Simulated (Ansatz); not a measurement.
PtSe₂ (CdI2 type)

```cif
data_PtSe2
_chemical_formula_sum 'Pt1 Se2'
_space_group_name_H-M_alt 'P-3m1'
_space_group_IT_number 164
_space_group_name_Hall '-P 3 2"'
_cell_length_a 3.77244
_cell_length_b 3.77244
_cell_length_c 4.81807
_cell_angle_alpha 90.000
_cell_angle_beta 90.000
_cell_angle_gamma 120.000
loop_
_atom_site_label
_atom_site_type_symbol
_atom_site_symmetry_multiplicity
_atom_site_Wyckoff_symbol
_atom_site_fract_x
_atom_site_fract_y
_atom_site_fract_z
_atom_site_occupancy
Pt1 Pt 1 a 0.00000 0.00000 0.00000 1
Se1 Se 2 d 0.66667 0.33333 0.26557 1
```

Grid over V/V₀ and (c/a)/(c/a)₀, subscript 0 meaning the relaxed cell; the conventional c axis lies along z; no internal relaxation.

The numbers are results of PBE-D3(BJ) (plane waves to 420 eV, PAW, scalar-relativistic; Ansatz, an electronic-structure program), not measurements. k mesh 14×14×10 (Γ-centred), Fermi-Dirac smearing 0.05 eV. E stands for the smeared free energy. Stress and pressure are positive under compression. As the atoms are clamped, bonds stretch with the cell, which overstates energies and stresses. With partly filled bands, the response to shear is sensitive to the k mesh, so small differences along c/a are uncertain. PtSe2 is run without spin polarisation. PtSe2 was relaxed with its symmetry unable to fall. Spin-orbit coupling is left out, though Pt is heavy. ΔE is measured from the relaxed starting cell.

ΔE (meV/atom), with V/V₀ across and (c/a)/(c/a)₀ down:

```csv
(c/a)/(c/a)₀ \ V/V₀,0.960,0.973,0.987,1.000,1.013,1.027,1.040
0.880,42,41,42,47,54,63,75
0.920,21,18,18,20,25,33,42
0.960,12,7,4,5,8,14,22
1.000,14,6,1,0,1,5,12
1.040,24,14,8,4,4,6,11
1.080,42,30,22,17,14,15,18
1.120,65,52,42,35,32,31,33
```

σzz (GPa), with V/V₀ across and (c/a)/(c/a)₀ down:

```csv
(c/a)/(c/a)₀ \ V/V₀,0.960,0.973,0.987,1.000,1.013,1.027,1.040
0.880,6.5,5.0,3.6,2.4,1.2,0.1,-0.9
0.920,5.8,4.2,2.8,1.5,0.3,-0.8,-1.8
0.960,5.1,3.5,2.1,0.7,-0.5,-1.6,-2.7
1.000,4.5,2.9,1.4,0.0,-1.3,-2.5,-3.5
1.040,3.9,2.3,0.7,-0.7,-2.0,-3.2,-4.3
1.080,3.5,1.8,0.2,-1.3,-2.7,-3.9,-5.1
1.120,3.1,1.3,-0.3,-1.9,-3.3,-4.6,-5.8
```

Derived quantities:

The modulus against c/a change at fixed volume, (3/4V)·∂²E/∂(ln c/a)² (fit, atoms clamped) is 35 GPa, an upper bound as the atoms could relax. Lowest place on the grid: V/V₀ = 1.000, (c/a)/(c/a)₀ = 1.000 (0 meV/atom). Highest place on the grid: V/V₀ = 1.040, (c/a)/(c/a)₀ = 0.880 (75 meV/atom).

The 49 points together took about 7 core-minutes (a rough figure).

(A scan under strain: stresses follow from slopes of the energy per volume, elastic moduli from its curvatures.)
